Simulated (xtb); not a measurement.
xtb single point, GFN2-xTB, ALPB implicit tetrahydrofuran, on norbornadiene, C7H8 (SMILES C1=CC2C=CC1C2), charge 0, multiplicity 1.

```
xtb m.xyz --gfn 2 --chrg 0 --uhf 0 --norestart --sp --alpb thf

15

C     -1.213773    -0.655345    -1.002084
C     -1.207474     0.668753    -1.001810
C      0.004754     1.111961    -0.195399
C      1.214246     0.659037    -1.000277
C      1.208516    -0.665101    -1.002927
C     -0.004127    -1.110993    -0.198926
C      0.000052    -0.001238     0.868164
H     -1.890826    -1.328659    -1.492193
H     -1.877682     1.349364    -1.491174
H      0.008773     2.144612     0.141394
H      1.890826     1.334203    -1.488372
H      1.879752    -1.343525    -1.494066
H     -0.008210    -2.144612     0.135144
H      0.892228    -0.006349     1.494066
H     -0.892479     0.000950     1.493644
```

The program's output:

```

          ...................................................
          :                      SETUP                      :
          :.................................................:
          :  # basis functions                  36          :
          :  # atomic orbitals                  36          :
          :  # shells                           22          :
          :  # electrons                        36          :
          :  max. iterations                   250          :
          :  Hamiltonian                  GFN2-xTB          :
          :  restarted?                      false          :
          :  GBSA solvation                   true          :
          :  PC potential                    false          :
          :  electronic temp.          300.0000000     K    :
          :  accuracy                    1.0000000          :
          :  -> integral cutoff          0.2500000E+02      :
          :  -> integral neglect         0.1000000E-07      :
          :  -> SCF convergence          0.1000000E-05 Eh   :
          :  -> wf. convergence          0.1000000E-03 e    :
          :  Broyden damping             0.4000000          :
          :  net charge                          0          :
          :  unpaired electrons                  0          :
          ...................................................

 iter      E             dE          RMSdq      gap      omega  full diag
   1    -19.3227995 -0.193228E+02  0.392E+00    4.46       0.0  T
   2    -19.3363161 -0.135166E-01  0.229E+00    4.42       1.0  T
   3    -19.3368763 -0.560161E-03  0.432E-01    4.40       1.0  T
   4    -19.3371977 -0.321427E-03  0.815E-02    4.38       1.0  T
   5    -19.3372226 -0.249322E-04  0.351E-02    4.39       1.0  T
   6    -19.3372226  0.843846E-07  0.491E-03    4.39       5.3  T
   7    -19.3372228 -0.253183E-06  0.186E-03    4.39      13.9  T
   8    -19.3372228 -0.186770E-07  0.109E-03    4.39      23.7  T
   9    -19.3372228 -0.511844E-08  0.429E-04    4.39      60.1  T
  10    -19.3372228 -0.152777E-09  0.159E-04    4.39     162.0  T

   *** convergence criteria satisfied after 10 iterations ***

         #    Occupation            Energy/Eh            Energy/eV
      -------------------------------------------------------------
         1        2.0000           -0.6534029             -17.7800
       ...           ...                  ...                  ...
        12        2.0000           -0.4505736             -12.2607
        13        2.0000           -0.4417915             -12.0218
        14        2.0000           -0.4395942             -11.9620
        15        2.0000           -0.4394696             -11.9586
        16        2.0000           -0.4251150             -11.5680
        17        2.0000           -0.3899124             -10.6101
        18        2.0000           -0.3796244             -10.3301 (HOMO)
        19                         -0.2184189              -5.9435 (LUMO)
        20                         -0.1803579              -4.9078
        21                          0.0718928               1.9563
        22                          0.0729224               1.9843
        23                          0.0830181               2.2590
       ...                                ...                  ...
        36                          0.7163675              19.4934
      -------------------------------------------------------------
                  HL-Gap            0.1612056 Eh            4.3866 eV
             Fermi-level           -0.2990217 Eh           -8.1368 eV


         :::::::::::::::::::::::::::::::::::::::::::::::::::::
         ::                     SUMMARY                     ::
         :::::::::::::::::::::::::::::::::::::::::::::::::::::
         :: total energy             -19.008348581941 Eh    ::
         :: total w/o Gsasa/hb       -19.001050866652 Eh    ::
         :: gradient norm              0.001495390944 Eh/a0 ::
         :: HOMO-LUMO gap              4.386626844540 eV    ::
         ::.................................................::
         :: SCC energy               -19.337204207388 Eh    ::
         :: -> isotropic ES            0.001813159503 Eh    ::
         :: -> anisotropic ES          0.003260423941 Eh    ::
         :: -> anisotropic XC          0.013731634320 Eh    ::
         :: -> dispersion             -0.011156622011 Eh    ::
         :: -> Gsolv                  -0.007384130509 Eh    ::
         ::    -> Gelec               -0.000086415220 Eh    ::
         ::    -> Gsasa               -0.012286324363 Eh    ::
         ::    -> Ghb                 -0.000336206370 Eh    ::
         ::    -> Gshift               0.005324815444 Eh    ::
         :: repulsion energy           0.328855625447 Eh    ::
         :: add. restraining           0.000000000000 Eh    ::
         :: total charge              -0.000000000000 e     ::
         :::::::::::::::::::::::::::::::::::::::::::::::::::::

[... lines cut ...]
      -------------------------------------------------------------
                  HL-Gap            0.1612056 Eh            4.3866 eV
             Fermi-level           -0.2990217 Eh           -8.1368 eV

     #   Z          covCN         q      C6AA      α(0)
     1   6 C        2.996    -0.044    29.089     8.847
     2   6 C        2.995    -0.044    29.090     8.847
     3   6 C        4.083    -0.019    20.825     6.482
     4   6 C        2.995    -0.044    29.090     8.847
     5   6 C        2.995    -0.044    29.090     8.847
     6   6 C        4.083    -0.019    20.825     6.482
     7   6 C        3.964    -0.053    21.448     6.580
     8   1 H        0.926     0.035     2.521     2.483
     9   1 H        0.926     0.035     2.520     2.483
    10   1 H        0.925     0.030     2.582     2.513
    11   1 H        0.926     0.035     2.521     2.483
    12   1 H        0.926     0.035     2.521     2.483
    13   1 H        0.925     0.030     2.582     2.513
    14   1 H        0.925     0.034     2.527     2.486
    15   1 H        0.925     0.034     2.527     2.486

 Mol. C6AA /au·bohr⁶  :       2304.970935
 Mol. C8AA /au·bohr⁸  :      54754.232468
 Mol. α(0) /au        :         74.861791

Wiberg/Mayer (AO) data.
largest (>0.10) Wiberg bond orders for each atom

 ---------------------------------------------------------------------------
     #   Z sym  total        # sym  WBO       # sym  WBO       # sym  WBO
 ---------------------------------------------------------------------------
     1   6 C    3.986 --     2 C    1.935     6 C    0.986     8 H    0.970
     2   6 C    3.986 --     1 C    1.935     3 C    0.986     9 H    0.970
     3   6 C    3.992 --     4 C    0.986     2 C    0.986     7 C    0.977
                            10 H    0.974
     4   6 C    3.986 --     5 C    1.935     3 C    0.986    11 H    0.970
     5   6 C    3.986 --     4 C    1.935     6 C    0.986    12 H    0.970
     6   6 C    3.992 --     5 C    0.986     1 C    0.986     7 C    0.977
                            13 H    0.974
     7   6 C    3.993 --    15 H    0.979    14 H    0.979     3 C    0.977
                             6 C    0.977
     8   1 H    0.999 --     1 C    0.970
     9   1 H    0.999 --     2 C    0.970
    10   1 H    0.999 --     3 C    0.974
    11   1 H    0.999 --     4 C    0.970
    12   1 H    0.999 --     5 C    0.970
    13   1 H    0.999 --     6 C    0.974
    14   1 H    0.999 --     7 C    0.979
    15   1 H    0.999 --     7 C    0.979
 ---------------------------------------------------------------------------


molecular dipole:
                 x           y           z       tot (Debye)
 q only:       -0.000      -0.000       0.082
   full:       -0.000       0.000       0.069       0.176
molecular quadrupole (traceless):
                xx          xy          yy          xz          yz          zz
 q only:       -0.130       0.003       0.494       0.000      -0.000      -0.364
  q+dip:       -0.736       0.017       2.888       0.000       0.000      -2.152
   full:       -0.440       0.008       1.375       0.000      -0.001      -0.935

           -------------------------------------------------
          | TOTAL ENERGY              -19.008348581941 Eh   |
          | GRADIENT NORM               0.001495390944 Eh/α |
          | HOMO-LUMO GAP               4.386626844540 eV   |
           -------------------------------------------------
```

The total energy is -517.24 eV, -0.20 eV from the same level's vacuum run.
